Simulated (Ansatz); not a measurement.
Values for one crystal, relaxed and computed with the program Ansatz at the LDA level (PAW); other levels are named.

* **Volume per atom**: 19.64 Å³
* **Band gap**: 0.65 eV (indirect)
* **Static dielectric constant ε0 (ions relaxed, cell fixed)**: 12.8 (xx = yy), 15.2 (zz)
* **Smallest direct gap on the standard path**: 1.15 eV
* **Formation energy from the elements (no fitted shifts)**: -0.29 eV/atom
* **Valence-band maximum**: at Γ
* **Hole effective mass, band 1 of 2 at the edge**: 0.48 along x, 1.3 along z (mₑ)

**Question.** Pick the material that matches.
(A) GaP, R-3m (Ga on 6c, P on 6c)
(B) GaN, P6_422 (Ga on 3d, N on 3c)
(C) InGaN2, P3m1 (In on 1a, Ga on 1c, N on 1c, N on 1a)
(D) GaN, wurtzite

**Answer.** A, GaP, R-3m (Ga on 6c, P on 6c)

The workflow started from a Materials Project entry (that database holds measured and hypothetical structures alike); the Crystallography Open Database copy checked does not list it. It is not the phase usual at ambient conditions (space group No. 216). Symmetry was held in the LDA relaxation; its stability against distortions is not shown here. The references are the lowest solids computed at this level, not always the standard phases. Scalar-relativistic: spin–orbit coupling is off unless named, which matters more the heavier the elements.

Potentials: the later of the program's two PAW sets.
